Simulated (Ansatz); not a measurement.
Formation energies in the F–Mg system, lowest calculated structure of each composition. The numbers are results of PBEsol (plane waves to 420 eV, PAW, scalar-relativistic; Ansatz, a program for electronic structure), not measurements. Element references, the lowest calculated here: F (R-3m, a generated molecular cell), Mg (P6₃/mmc); gases are represented by their molecular solids.

```json
[
 {"phase": "F", "x(Mg)": "0.000", "space group": "R-3m", "E_f (eV/atom)": "0.00"},
 {"phase": "MgF2", "x(Mg)": "0.333", "space group": "P4₂/mnm", "E_f (eV/atom)": "-3.53"},
 {"phase": "MgF", "x(Mg)": "0.500", "space group": "Fm-3m", "E_f (eV/atom)": "-1.85"},
 {"phase": "Mg", "x(Mg)": "1.000", "space group": "P6₃/mmc", "E_f (eV/atom)": "0.00"}
]
```

Problem. Construct the convex hull: which compounds lie on it, and how far above it are the others?

Solution. For MgF a lower structure may exist, so the energies are upper bounds and are not judged. On the hull: MgF2. MgF 0.80 eV/atom above.

This is the hull of the energies calculated here, no anion corrections; phases that were not calculated are missing from it. Values are rounded to 0.01 eV/atom. Not shown to be the ambient phase of their composition (a lower form may be missing, and a cell relaxed within its start's symmetry can be a saddle point): MgF (Fm-3m). The compounds carry no spin polarisation.
